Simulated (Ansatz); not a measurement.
ZrSi2:
```cif
data_Si8Zr4
_chemical_formula_sum 'Si8 Zr4'
_space_group_name_H-M_alt 'Cmcm'
_space_group_IT_number 63
_space_group_name_Hall '-C 2c 2'
_cell_length_a 3.69000
_cell_length_b 14.86387
_cell_length_c 3.66473
_cell_angle_alpha 90.000
_cell_angle_beta 90.000
_cell_angle_gamma 90.000
loop_
_space_group_symop_operation_xyz
  'x, y, z'
  '-x, -y, -z'
  '-x, -y, z+1/2'
  'x, y, -z+1/2'
  'x, -y, -z'
  '-x, y, z'
  '-x, y, -z+1/2'
  'x, -y, z+1/2'
  'x+1/2, y+1/2, z'
  '-x+1/2, -y+1/2, -z'
  '-x+1/2, -y+1/2, z+1/2'
  'x+1/2, y+1/2, -z+1/2'
  'x+1/2, -y+1/2, -z'
  '-x+1/2, y+1/2, z'
  '-x+1/2, y+1/2, -z+1/2'
  'x+1/2, -y+1/2, z+1/2'
loop_
_atom_site_label
_atom_site_type_symbol
_atom_site_symmetry_multiplicity
_atom_site_Wyckoff_symbol
_atom_site_fract_x
_atom_site_fract_y
_atom_site_fract_z
_atom_site_occupancy
Si1 Si 4 c 0.00000 0.05173 0.25000 1
Si2 Si 4 c 0.00000 0.24979 0.75000 1
Zr1 Zr 4 c 0.00000 0.39415 0.25000 1
```
(The calculation used a cell of 6 atoms; values per cell refer to that cell.)

Relaxed at zero pressure with r²SCAN in the plane-wave PAW code Ansatz.

Task: The volume is lowered by 6 % and shape and atoms relax at that volume. What pressure results, and how do the axes share the change?

Result: 9.0 GPa; a -1.7 %, b -2.9 %, c -1.5 %; the energy rises by 27 meV/atom.

Task: Give the new structure.

Result: 
Space group Cmcm (No. 63); a = 3.627 Å, b = 14.436 Å, c = 3.609 Å, α = β = γ = 90.00°

```csv
atom,site,symmetry,x,y,z
Si,4c,m2m,0.0000,0.0531,0.2500
Si,4c,m2m,0.0000,0.2498,0.7500
Zr,4c,m2m,0.0000,0.3951,0.2500
```

The phase is kept; no other phase was compared at this pressure.

Symmetry was held in the r²SCAN relaxation. No spin polarisation was allowed.

Potentials: the later of the program's two PAW sets.
